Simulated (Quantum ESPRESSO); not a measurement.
## Si2AsO5N (finding a planted mistake in a log)

Simulated, not a measurement. The program is pw.x of Quantum ESPRESSO 7.5 (plane-wave density functional theory). The cell is made up: 9 atoms on a quartz lattice, with randomly drawn elements, strain and displacements, not relaxed. PseudoDojo standard norm-conserving files (v0.5 for PBE, v0.4.1 for LDA and PBEsol) set the functional; there is no spin polarisation, spin-orbit coupling or dispersion term, and the masses in the input are unused placeholders.

Intended input:

```
&control calculation='scf', pseudo_dir='./dojo.nc.sr.pbe.v0_5.standard.upf', outdir='./o', disk_io='low', tprnfor=.true., tstress=.true. /
&system ibrav=0, nat=9, ntyp=4, nbnd=35, ecutwfc=84.00895049, nosym=.true., tot_charge=0,
 occupations='smearing', smearing='fd', degauss=0.0018374661
/
&electrons conv_thr=7.350e-09, electron_maxstep=60, /
ATOMIC_SPECIES
As 1.0 As.upf
N 1.0 N.upf
O 1.0 O.upf
Si 1.0 Si.upf
CELL_PARAMETERS angstrom
5.0756 0.0 0.0
-2.5378 4.3956 0.0
0.0 0.0 5.571
ATOMIC_POSITIONS angstrom
Si 2.327 -0.0246 3.6659
As -1.3468 1.9812 1.855
Si 1.2806 2.211 -0.0146
O 1.414 1.0907 4.3514
O 3.3198 0.6588 2.5484
O 2.8608 2.565 0.8199
O 0.3528 1.73 1.1461
N -1.0481 3.1923 3.085
O 0.9008 3.6999 4.9835
K_POINTS automatic
5 5 4 1 1 1
```

The log is shortened where brackets say so; the opening notice, blank lines, dates and the lines on written files are dropped, and the path of the files is cut. It prints rydbergs, bohrs and kilobars, and counts compression as positive stress. Where no state is partly filled, the Fermi energy that it prints is only some level between the filled and the empty states on the mesh, and need not lie in the true gap.

Log of the intended run:

```
     Program PWSCF v.7.5
     Parallel version (MPI & OpenMP), running on       4 processor cores
     Number of MPI processes:                 4
     Threads/MPI process:                     1
     [start-up lines left out]
     bravais-lattice index     =            0
     lattice parameter (alat)  =       9.5915  a.u.
     unit-cell volume          =     838.7554 (a.u.)^3
     number of atoms/cell      =            9
     number of atomic types    =            4
     number of electrons       =        58.00
     number of Kohn-Sham states=           35
     kinetic-energy cutoff     =      84.0090  Ry
     charge density cutoff     =     336.0358  Ry
     scf convergence threshold =      7.3E-09
     mixing beta               =       0.7000
     number of iterations used =            8  plain     mixing
     Exchange-correlation= PBE
                           (   1   4   3   4   0   0   0)
     [axes and pseudopotential details left out]
   Cartesian axes
     site n.     atom                  positions (alat units)
         1        Si     tau(   1) = (   0.4584680  -0.0048467   0.7222594  )
         2        As     tau(   2) = (  -0.2653479   0.3903381   0.3654740  )
         3        Si     tau(   3) = (   0.2523051   0.4356135  -0.0028765  )
         4        O      tau(   4) = (   0.2785878   0.2148909   0.8573174  )
         5        O      tau(   5) = (   0.6540705   0.1297975   0.5020884  )
         6        O      tau(   6) = (   0.5636378   0.5053590   0.1615376  )
         7        O      tau(   7) = (   0.0695090   0.3408464   0.2258058  )
         8        N      tau(   8) = (  -0.2064978   0.6289503   0.6078099  )
         9        O      tau(   9) = (   0.1774766   0.7289582   0.9818544  )
     number of k points=    50  Fermi-Dirac smearing, width (Ry)=  0.0018
                       cart. coord. in units 2pi/alat
        k(    1) = (   0.1000000   0.1732050   0.1138844), wk =   0.0400000
        k(    2) = (   0.1000000   0.1732050   0.3416532), wk =   0.0400000
     [further k points left out]
     Dense  grid:    87235 G-vectors     FFT dimensions: (  60,  60,  64)
     Estimated max dynamical RAM per process >     192.23 MB
     Estimated total dynamical RAM >     705.04 MB
     Initial potential from superposition of free atoms
     starting charge      57.9985, renormalised to      58.0000
     Starting wfcs are   41 randomized atomic wfcs
     total cpu time spent up to now is        5.4 secs
     per-process dynamical memory:   145.4 Mb
     Self-consistent Calculation
     iteration #  1     ecut=    84.01 Ry     beta= 0.70
     Davidson diagonalization with overlap
     ethr =  1.00E-02,  avg # of iterations =  3.0
     total cpu time spent up to now is       17.3 secs
     total energy              =    -414.13591588 Ry
     estimated scf accuracy    <       2.75914048 Ry
     iteration #  2     ecut=    84.01 Ry     beta= 0.70
     Davidson diagonalization with overlap
     ethr =  4.76E-03,  avg # of iterations =  3.0
     total cpu time spent up to now is       28.5 secs
     total energy              =    -414.87572255 Ry
     estimated scf accuracy    <       2.16753909 Ry
     [iterations 3 to 9 left out]
     iteration # 10     ecut=    84.01 Ry     beta= 0.70
     Davidson diagonalization with overlap
     ethr =  1.97E-09,  avg # of iterations =  2.0
     total cpu time spent up to now is      108.1 secs
     total energy              =    -415.31547829 Ry
     estimated scf accuracy    <       0.00000008 Ry
     iteration # 11     ecut=    84.01 Ry     beta= 0.70
     Davidson diagonalization with overlap
     ethr =  1.45E-10,  avg # of iterations =  2.3
     total cpu time spent up to now is      117.3 secs
     End of self-consistent calculation
     [lines on levels left out]
     the Fermi energy is     5.5973 ev
!    total energy              =    -415.31547831 Ry
     estimated scf accuracy    <          7.3E-09 Ry
     smearing contrib. (-TS)   =       0.00000000 Ry
     internal energy E=F+TS    =    -415.31547831 Ry
     The total energy is F=E-TS. E is the sum of the following terms:
     one-electron contribution =    -284.06199160 Ry
     hartree contribution      =     169.46489133 Ry
     xc contribution           =    -102.68149455 Ry
     ewald contribution        =    -198.03688350 Ry
     convergence has been achieved in  11 iterations
     Forces acting on atoms (cartesian axes, Ry/au):
     atom    1 type  4   force =     0.09826388   -0.05502000    0.10695736
     atom    2 type  1   force =     0.48381091    0.15824366    0.34079384
     atom    3 type  4   force =     0.04824232    0.08440654   -0.08598836
     atom    4 type  3   force =     0.00570825    0.06586409    0.06172179
     atom    5 type  3   force =    -0.04672315   -0.23532820    0.08353072
     atom    6 type  3   force =    -0.38390809    0.15191130   -0.43683070
     atom    7 type  3   force =    -0.08030541   -0.04973832    0.06114951
     atom    8 type  2   force =    -0.08844173   -0.13967071   -0.08255735
     atom    9 type  3   force =    -0.03664697    0.01933164   -0.04877680
     Total force =     0.949279     Total SCF correction =     0.000225
     Computing stress (Cartesian axis) and pressure
          total   stress  (Ry/bohr**3)                   (kbar)     P=      117.76
   0.00048051   0.00011138   0.00028327           70.69       16.39       41.67
   0.00011138   0.00099693  -0.00078135           16.39      146.65     -114.94
   0.00028327  -0.00078135   0.00092412           41.67     -114.94      135.94
     init_run     :      5.16s CPU      5.35s WALL (       1 calls)
     electrons    :    111.26s CPU    111.90s WALL (       1 calls)
     forces       :      1.42s CPU      1.45s WALL (       1 calls)
     stress       :      4.87s CPU      4.87s WALL (       1 calls)
     [timing details left out]
     PWSCF        :   2m 2.88s CPU   2m 3.79s WALL
     JOB DONE.
```

A second run was made from an input with one planted mistake. Its log:

```
     Program PWSCF v.7.5
     Parallel version (MPI & OpenMP), running on       4 processor cores
     Number of MPI processes:                 4
     Threads/MPI process:                     1
     [start-up lines left out]
     bravais-lattice index     =            0
     lattice parameter (alat)  =       9.5915  a.u.
     unit-cell volume          =     838.7554 (a.u.)^3
     number of atoms/cell      =            9
     number of atomic types    =            4
     number of electrons       =        58.00
     number of Kohn-Sham states=           35
     kinetic-energy cutoff     =      50.2731  Ry
     charge density cutoff     =     201.0923  Ry
     scf convergence threshold =      7.3E-09
     mixing beta               =       0.7000
     number of iterations used =            8  plain     mixing
     Exchange-correlation= PBE
                           (   1   4   3   4   0   0   0)
     [axes and pseudopotential details left out]
   Cartesian axes
     site n.     atom                  positions (alat units)
         1        Si     tau(   1) = (   0.4584680  -0.0048467   0.7222594  )
         2        As     tau(   2) = (  -0.2653479   0.3903381   0.3654740  )
         3        Si     tau(   3) = (   0.2523051   0.4356135  -0.0028765  )
         4        O      tau(   4) = (   0.2785878   0.2148909   0.8573174  )
         5        O      tau(   5) = (   0.6540705   0.1297975   0.5020884  )
         6        O      tau(   6) = (   0.5636378   0.5053590   0.1615376  )
         7        O      tau(   7) = (   0.0695090   0.3408464   0.2258058  )
         8        N      tau(   8) = (  -0.2064978   0.6289503   0.6078099  )
         9        O      tau(   9) = (   0.1774766   0.7289582   0.9818544  )
     number of k points=    50  Fermi-Dirac smearing, width (Ry)=  0.0018
                       cart. coord. in units 2pi/alat
        k(    1) = (   0.1000000   0.1732050   0.1138844), wk =   0.0400000
        k(    2) = (   0.1000000   0.1732050   0.3416532), wk =   0.0400000
     [further k points left out]
     Dense  grid:    40427 G-vectors     FFT dimensions: (  45,  45,  48)
     Estimated max dynamical RAM per process >      90.35 MB
     Estimated total dynamical RAM >     331.81 MB
     Check: negative core charge=   -0.000118
     Initial potential from superposition of free atoms
     starting charge      57.9985, renormalised to      58.0000
     Starting wfcs are   41 randomized atomic wfcs
     total cpu time spent up to now is        2.9 secs
     per-process dynamical memory:    71.1 Mb
     Self-consistent Calculation
     iteration #  1     ecut=    50.27 Ry     beta= 0.70
     Davidson diagonalization with overlap
     ethr =  1.00E-02,  avg # of iterations =  3.0
     total cpu time spent up to now is        8.3 secs
     total energy              =    -412.93803760 Ry
     estimated scf accuracy    <       2.69262604 Ry
     iteration #  2     ecut=    50.27 Ry     beta= 0.70
     Davidson diagonalization with overlap
     ethr =  4.64E-03,  avg # of iterations =  2.7
     total cpu time spent up to now is       13.7 secs
     total energy              =    -413.61114964 Ry
     estimated scf accuracy    <       2.06309501 Ry
     [iterations 3 to 9 left out]
     iteration # 10     ecut=    50.27 Ry     beta= 0.70
     Davidson diagonalization with overlap
     ethr =  1.10E-09,  avg # of iterations =  2.0
     total cpu time spent up to now is       52.3 secs
     total energy              =    -414.05020403 Ry
     estimated scf accuracy    <       0.00000009 Ry
     iteration # 11     ecut=    50.27 Ry     beta= 0.70
     Davidson diagonalization with overlap
     ethr =  1.63E-10,  avg # of iterations =  2.1
     total cpu time spent up to now is       56.7 secs
     End of self-consistent calculation
     [lines on levels left out]
     the Fermi energy is     5.4283 ev
!    total energy              =    -414.05020405 Ry
     estimated scf accuracy    <          6.8E-09 Ry
     smearing contrib. (-TS)   =       0.00000000 Ry
     internal energy E=F+TS    =    -414.05020405 Ry
     The total energy is F=E-TS. E is the sum of the following terms:
     one-electron contribution =    -281.30506612 Ry
     hartree contribution      =     167.38078276 Ry
     xc contribution           =    -102.08903675 Ry
     ewald contribution        =    -198.03688394 Ry
     convergence has been achieved in  11 iterations
     Forces acting on atoms (cartesian axes, Ry/au):
     atom    1 type  4   force =     0.09950547   -0.05417914    0.10752469
     atom    2 type  1   force =     0.49653767    0.16019163    0.33327601
     atom    3 type  4   force =     0.04803043    0.08348890   -0.08546654
     atom    4 type  3   force =     0.00428088    0.06599084    0.06117597
     atom    5 type  3   force =    -0.05145013   -0.25659670    0.09481625
     atom    6 type  3   force =    -0.39493290    0.16244871   -0.45024133
     atom    7 type  3   force =    -0.07945137   -0.04963415    0.05990502
     atom    8 type  2   force =    -0.08645847   -0.13050455   -0.07155998
     atom    9 type  3   force =    -0.03606157    0.01879445   -0.04943009
     Total force =     0.970065     Total SCF correction =     0.000246
     Computing stress (Cartesian axis) and pressure
          total   stress  (Ry/bohr**3)                   (kbar)     P=    -1124.68
  -0.00794838   0.00010133   0.00027595        -1169.25       14.91       40.59
   0.00010133  -0.00744769  -0.00079793           14.91    -1095.59     -117.38
   0.00027595  -0.00079793  -0.00754020           40.59     -117.38    -1109.20
     init_run     :      2.68s CPU      2.77s WALL (       1 calls)
     electrons    :     53.31s CPU     53.75s WALL (       1 calls)
     forces       :      0.65s CPU      0.65s WALL (       1 calls)
     stress       :      2.27s CPU      2.28s WALL (       1 calls)
     [timing details left out]
     PWSCF        :     59.10s CPU     59.67s WALL
     JOB DONE.
```

Question: what was wrong in the second input?

Answer: the plane-wave cutoff is too low. The input lines that differ, file-writing options aside:

```
- &system ibrav=0, nat=9, ntyp=4, nbnd=35, ecutwfc=84.00895049, nosym=.true., tot_charge=0,
+ &system ibrav=0, nat=9, ntyp=4, nbnd=35, ecutwfc=50.27307274, nosym=.true., tot_charge=0,
```

```
                                            intended run  run with the mistake
                          free energy (eV)     -5650.655             -5633.440
                    smearing term -TS (eV)        0.0000                0.0000
                            pressure (GPa)         11.78               -112.47
            largest force component (eV/Å)        12.439                12.766
largest change of a force component (eV/Å)                               0.547
                                iterations            11                    11
```

For scale, a rerun of the intended cell at a cutoff of 1437 eV and k mesh 7 x 7 x 6 moved values by no more than 0.004 eV in energy, 0.02 GPa in stress and 0.002 eV/Å in force.